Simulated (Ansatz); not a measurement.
# Stability checks on a candidate for Cd₃SeS₂

It was reached by relaxing an invented guess, and it needn't be the stable form of this composition.

Computed with DFT PBE, scalar-relativistic, plane waves, PAW in Ansatz 0.2.0. The final run on the 6-atom cell used 420 eV, a Γ-centred 6×6×4 mesh, 0.02 eV smearing and no spin polarisation.

```
Cd Se S
1.0
     4.25230    0.00000    0.00000
    -2.12615    3.68260    0.00000
     0.00000    0.00000   10.42849
Cd Se S
3 1 2
Cartesian
  0.0000 0.0000 10.3343
  0.0000 2.4551 6.9515
  2.1261 1.2275 3.5761
  0.0000 0.0000 2.5848
  0.0000 2.4551 9.5212
  2.1261 1.2275 6.1389
```

Formation energies are uncorrected and refer to the elements' standard structures at the same level.

Q: These tests were run: energy against the elements; phonons on a 2×2×1 q mesh; elastic tensor. What do they show?

A:

```tsv
test	result
energy against the elements	−0.642 eV/atom
phonons on a 2×2×1 q mesh	no imaginary mode on the mesh
elastic tensor	least eigenvalue 9 GPa
```

It fails none of these tests. Other phases of the system weren't compared here, so this isn't yet thermodynamic stability.

The reference forms of S and Se are held partly by dispersion forces, which this level lacks. The run for the phonons used a 6×6×4 k mesh. The run for the elastic tensor used a 6×6×4 k mesh.
